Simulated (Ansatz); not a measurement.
Profile along the Ag–Ag line in Ag (fcc, Cu type)

Ag (fcc, Cu type)

```cif
data_Ag4
_chemical_formula_sum 'Ag4'
_space_group_name_H-M_alt 'Fm-3m'
_space_group_IT_number 225
_space_group_name_Hall '-F 4 2 3'
_cell_length_a 4.14918
_cell_length_b 4.14918
_cell_length_c 4.14918
_cell_angle_alpha 90.000
_cell_angle_beta 90.000
_cell_angle_gamma 90.000
loop_
_atom_site_label
_atom_site_type_symbol
_atom_site_symmetry_multiplicity
_atom_site_Wyckoff_symbol
_atom_site_fract_x
_atom_site_fract_y
_atom_site_fract_z
_atom_site_occupancy
Ag1 Ag 4 a 0.00000 0.00000 0.00000 1
```
(The calculation used a cell of 1 atom; values per cell refer to that cell.)

Fields along a shortest Ag–Ag line of a {110} plane (2.93 Å), from Ag to Ag, interpolated on the slice's grid (step about 0.1 Å). Level of theory: PBE (plane waves to 420 eV, PAW, scalar-relativistic; Ansatz, a program for electronic structure). k mesh 19×19×19. These are valence fields of a PAW run, semicore shells included where kept as valence: close to a nucleus they are smooth pseudo fields. Ag was relaxed with its symmetry unable to fall. The PAW data are Ansatz's earlier set.

```json
[
 {"distance from Ag (Å)": "0.00", "valence electron density (e/Å³)": "23.25", "electron localisation function": "x"},
 {"distance from Ag (Å)": "0.29", "valence electron density (e/Å³)": "16.28", "electron localisation function": "x"},
 {"distance from Ag (Å)": "0.59", "valence electron density (e/Å³)": "5.92", "electron localisation function": "0.49"},
 {"distance from Ag (Å)": "0.88", "valence electron density (e/Å³)": "1.22", "electron localisation function": "0.34"},
 {"distance from Ag (Å)": "1.17", "valence electron density (e/Å³)": "0.32", "electron localisation function": "0.18"},
 {"distance from Ag (Å)": "1.47", "valence electron density (e/Å³)": "0.20", "electron localisation function": "0.16"},
 {"distance from Ag (Å)": "1.76", "valence electron density (e/Å³)": "0.32", "electron localisation function": "0.18"},
 {"distance from Ag (Å)": "2.05", "valence electron density (e/Å³)": "1.22", "electron localisation function": "0.34"},
 {"distance from Ag (Å)": "2.34", "valence electron density (e/Å³)": "5.92", "electron localisation function": "0.49"},
 {"distance from Ag (Å)": "2.64", "valence electron density (e/Å³)": "16.28", "electron localisation function": "x"},
 {"distance from Ag (Å)": "2.93", "valence electron density (e/Å³)": "23.25", "electron localisation function": "x"}
]
```

x: too close to a nucleus for the ELF to mean much.

Density on the Ag–Ag line (2.93 Å) at its midpoint: 0.20 e/Å³. ELF at that point: 0.16.
